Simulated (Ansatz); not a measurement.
Structure relaxation, Ga2O3

The start is a generated cell, Ga2O3 placed in the bixbyite structure type. Cell shape, volume and atoms are optimised at zero target pressure with r2SCAN (plane waves to 500 eV, PAW, scalar-relativistic; Ansatz, an electronic-structure program). The first steps use a coarse 3×3×3 k-mesh.

Initial structure:
```
Ga2O3
1.0
   -4.67448     4.67448     4.67448
    4.67448    -4.67448     4.67448
    4.67448     4.67448    -4.67448
Ga O
16 24
Direct
  0.50000   0.50000   0.50000
  0.50000   0.00000   0.00000
  0.00000   0.00000   0.50000
  0.00000   0.50000   0.00000
  0.25000   0.71650   0.46650
  0.75000   0.78350   0.03350
  0.46650   0.25000   0.71650
  0.03350   0.75000   0.78350
  0.71650   0.46650   0.25000
  0.78350   0.03350   0.75000
  0.75000   0.28350   0.53350
  0.25000   0.21650   0.96650
  0.53350   0.75000   0.28350
  0.96650   0.25000   0.21650
  0.28350   0.53350   0.75000
  0.21650   0.96650   0.25000
  0.53610   0.77370   0.54340
  0.73030   0.99270   0.95660
  0.76970   0.72630   0.26240
  0.96390   0.50730   0.23760
  0.54340   0.53610   0.77370
  0.95660   0.73030   0.99270
  0.26240   0.76970   0.72630
  0.23760   0.96390   0.50730
  0.77370   0.54340   0.53610
  0.99270   0.95660   0.73030
  0.72630   0.26240   0.76970
  0.50730   0.23760   0.96390
  0.46390   0.22630   0.45660
  0.26970   0.00730   0.04340
  0.23030   0.27370   0.73760
  0.03610   0.49270   0.76240
  0.45660   0.46390   0.22630
  0.04340   0.26970   0.00730
  0.73760   0.23030   0.27370
  0.76240   0.03610   0.49270
  0.22630   0.45660   0.46390
  0.00730   0.04340   0.26970
  0.27370   0.73760   0.23030
  0.49270   0.76240   0.03610
```

Question: What is the largest force in the starting geometry, and on which atom (counted from 1)?

Answer: 0.58 eV/Å, on O17, O18, O19, O20, O21, O22, O23, O24 and others (atoms numbered as listed).

Question: By how much does the energy per atom fall from start to end?

Answer: 12 meV/atom.

Question: How does the volume change?

Answer: -2.7 %, from 10.21 to 9.94 Å³/atom.

The space group stays Ia-3 (No. 206) (the run could not lower it); the end is bixbyite type, with 40 atoms in the primitive cell. Final values are on a 4×4×4 k-mesh of the relaxed cell. No spin polarisation in the result.

The run could not lose the symmetry of its start: the end is stationary, and may be a saddle point rather than a minimum.

The relaxed structure here is a generated cell of Ga2O3: the first start was made by placing the elements on the sites of a structure type, and the end was not matched to a known phase here, so it may be hypothetical. Known forms of Ga2O3 include space group No. 12, 167.
